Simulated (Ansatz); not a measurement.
**V$_{2}$N$_{3}$ (P-3m1), one atom moved along a line**

These are results of DFT PBEsol, scalar-relativistic, plane waves, PAW (Ansatz 0.2.0), not measurements. The runs took a 420 eV cutoff, a Γ-centred 18×18×8 mesh and Gaussian smearing (0.15 eV). No spin polarisation. Energies are free energies at this smearing, counted from the undisturbed cell; pressure is positive in compression.

The undisturbed cell (relaxed at this level; with this scan's settings it stands at 0.1 GPa; it needn't be the usual structure):

```xyz
5
Lattice="2.7798 0.0000 0.0000 -1.3899 2.4074 0.0000 0.0000 0.0000 6.1964" Properties=species:S:1:pos:R:3 pbc="T T T"
V     1.3899    0.8025    1.8720
V     0.0000    1.6049    4.3243
N     0.0000    0.0000    3.0982
N     0.0000    0.0000    0.6657
N     0.0000    0.0000    5.5306
```

Atom 3 (N) is moved by x along the Cartesian unit vector (0.000, -0.795, -0.607); the cell and all other atoms stay fixed. The cell is metallic on the mesh throughout.

```
  x (Å)  ΔE (meV/cell)
-0.3000          862.1
-0.1000           86.0
 0.0000            0.0
 0.2000          358.5
 0.2500          577.3
```

(1) Predict the pressure (GPa) at each point.

Results:

(1)
```
  x (Å) pressure (GPa)
-0.3000             9.4
-0.1000             1.0
 0.0000             0.1
 0.2000             4.0
 0.2500             6.4
```

Cost: 5 runs of about 3.8 core-minutes in all, on Oxide Virtual Turin-like Processor (Zen 5) (shared hosts).